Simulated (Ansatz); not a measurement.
BeS:
```xyz
2
Lattice="2.9256 0.0000 0.0000 0.0000 2.9256 0.0000 0.0000 0.0000 2.9256" Properties=species:S:1:pos:R:3 pbc="T T T"
Be     0.0000     0.0000     0.0000
S      1.4628     1.4628     1.4628
```

Relaxed with PBE. Special points in fractions of this cell's reciprocal vectors: Γ (0.000, 0.000, 0.000); X (0.000, 0.500, 0.000); M (0.500, 0.500, 0.000); R (0.500, 0.500, 0.500).

Problem. List the band energies nearest the Fermi level at these points for plane-wave PAW PBE (Ansatz code).

Solution. In eV from the Fermi level; about four levels below and three above (degenerate sets whole), none deeper than 8.9 eV; … stands for higher levels left out; points with the same levels are listed once.

```tsv
k	below	above
Γ	-1.55 -1.55 -1.55	1.89 5.14 5.14
X	-8.55	0.20 0.20 3.72
M	-6.76 -6.76 -1.59	1.20 7.93 7.93
R	-4.34 -4.34 -4.34 -0.41 -0.41 -0.41	…
```

Space group Pm-3m (CsCl type). The cell is a constructed one: a structure type filled with these elements; neither database checked (COD, Materials Project) lists it. COD files the formula under space group No. 216, so this cell is another polymorph or a model. Its standing as an ambient phase is unchecked. The cell was relaxed with PBE under the symmetry of its start; its stability against distortions is not shown here.

Potentials: the earlier of the program's two PAW sets.
